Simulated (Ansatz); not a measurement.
Trial structure of WF3, not yet relaxed:

```
W F
1.0
    -1.78749    1.78749    3.49716
     1.78749   -1.78749    3.49716
     1.78749    1.78749   -3.49716
W F
1 3
Direct
  0.00000 0.00000 0.00000
  0.75000 0.25000 0.50000
  0.25000 0.75000 0.50000
  0.50000 0.50000 0.00000
```

The calculation used DFT PBE, scalar-relativistic, plane waves, PAW in Ansatz 0.2.0. Cutoff 420 eV; k points 6×6×6 on the computed 4-atom cell (Γ-centred); Gaussian smearing, width 0.10 eV; collinear spin from starting moments 0.0 0.0 0.0 0.0 μB.

The zero of energy is the elements' standard structures at the same level (F₂ as a molecule); no fitted shifts are applied.

Problem. How far from equilibrium is it?

Solution. The pressure is -11.2 GPa (the mean over three directions, positive in compression), the largest force is 0.00 eV/Å (symmetry fixes the atoms), and the energy is −0.85 eV/atom against the elements. The shortest distance is 2.50 Å.

Problem. Is it a good guess?

Solution. A fair one: relaxing gains under 0.1 eV/atom (the start's value is from the coarse mesh, so the gain is rough) in 15 ionic steps and ends at −0.89 eV/atom on the finer mesh. The symmetry stays I4/mmm (No. 139). The volume per atom shrinks by 8.0 %, from 11.2 to 10.3 Å³. The shortest distance goes from 2.50 Å (W–F and F–F) to 2.41 Å (W–F and F–F). Conventional cell: a = 3.557 Å, c = 6.499 Å. W is surrounded by 12 F at 2.41–2.52 Å; F on a site of symmetry -4m2 has 4 W at 2.41 Å and 8 F at 2.41–2.52 Å; F on a site of symmetry 4/mmm has 8 F at 2.41 Å and 4 W at 2.52 Å.

The last run used collinear spin, an 18×18×18 mesh for its 4-atom cell and Gaussian smearing of 0.10 eV. Spin–orbit coupling, which can matter for W, is left out. The magnetic state reached may not be the lowest. The relaxation can't lower the symmetry of the start, and the grade says only how near the guess is to its own end. Symmetry constrained the relaxation, so the result can be a saddle point. Another cell of WF3 relaxed alike, in Pm-3m, lies 0.90 eV/atom lower, so this cell isn't the stable form at this level.
